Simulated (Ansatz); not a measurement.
CdF2:
```yaml
crystal:
  lattice:
    - [0.00000, 2.69576, 2.69576]
    - [2.69576, 0.00000, 2.69576]
    - [2.69576, 2.69576, 0.00000]
  atoms:
    - { symbol: Cd, position: [0.00000, 0.00000, 0.00000] }
    - { symbol: F, position: [0.25000, 0.25000, 0.25000] }
    - { symbol: F, position: [0.75000, 0.75000, 0.75000] }
```

This is the r²SCAN-relaxed structure.

**Question.** All from DFT-r²SCAN in the program Ansatz with PAW potentials, unless another level is named. Predict the Bader charges.

**Answer.** Cd +1.53, F -0.77 e.

**Question.** Predict the static dielectric constant ε0 (ions relaxed, cell fixed).

**Answer.** 7.90.

**Question.** Next, the electronic dielectric constant ε∞ (DFPT)?

**Answer.** 2.65.

Space group Fm-3m (fluorite). Symmetry was held in the r²SCAN relaxation. Scalar-relativistic: spin–orbit coupling is off unless named, which matters more the heavier the elements.

Potentials: the earlier of the program's two PAW sets. The files were generated under PBE; for other functionals the program regenerates the frozen cores, and for LDA and PBEsol the local potential too.
